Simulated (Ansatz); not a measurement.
**Notes on a calculation: Ca (fcc)**

**The experiment.** The Crystallography Open Database holds a measured cell of cubic Ca (space group Fm-3m) at 299.15 K (1959, doi:10.1107/S0365110X59001268): a = 5.588 Å, 43.63 Å³/atom.

The computed numbers are results of HSE06, scalar-relativistic (no spin polarisation) in the plane-wave PAW code Ansatz at 420 eV, 6×6×6 k-mesh, Gaussian smearing of 0.05 eV; PAW files: Ansatz's generated set soft_2.

The first cell, 0 % under the database's volume:

```xyz
1
Lattice="0.0000 2.7900 2.7900 2.7900 0.0000 2.7900 2.7900 2.7900 0.0000" Properties=species:S:1:pos:R:3 pbc="T T T"
Ca    0.0000    0.0000    0.0000
```

The steps in volume:

| run | level | k-mesh | kind | V (Å³/atom) | P (GPa) | E − E(final) (meV/atom) | gap on the mesh (eV) |
| --- | --- | --- | --- | --- | --- | --- | --- |
| 1 | PBE | 6×6×6 | fixed cell | 43.44 | -0.7 | – | metal |
| 2 | PBE | 6×6×6 | fixed cell | 43.24 | -0.6 | – | metal |
| 3 | PBE | 6×6×6 | fixed cell | 41.68 | 0.0 | – | metal |
| 4 | HSE06 | 6×6×6 | fixed cell | 41.68 | 0.6 | 2.6 | metal |
| 5 | HSE06 | 6×6×6 | fixed cell | 41.85 | 0.5 | 2.0 | metal |
| 6 | HSE06 | 6×6×6 | fixed cell | 43.07 | 0.0 | 0.0 | metal |

The volume is at zero pressure for this level.

The final structure (symmetry read at 0.01 Å). The structure is cubic, space group Fm-3m (No. 225). Conventional cell: a = 5.564 Å, b = 5.564 Å, c = 5.564 Å, α = 90.00°, β = 90.00°, γ = 90.00°. Around Ca (site symmetry m-3m) lie 12 Ca at 3.93 Å. (Shells end 15 % past the nearest neighbour.)

| atom | site | symmetry | x | y | z |
| --- | --- | --- | --- | --- | --- |
| Ca | 4a | m-3m | 0.0000 | 0.0000 | 0.0000 |

- At the final geometry the gap, band path included, is zero (metallic).
- The runs in the table took roughly 0.9 core-minutes.

**Against experiment.** HSE06 gives 5.564 Å and 43.07 Å³/atom, −1.3 % in volume (−0.4 % in length) from the database's cell. The static lattice lacks zero-point motion and thermal expansion; that covers some of the miss, perhaps all.

Pressures of hybrids are less tightly converged. For a metal under a hybrid functional this mesh is coarse.
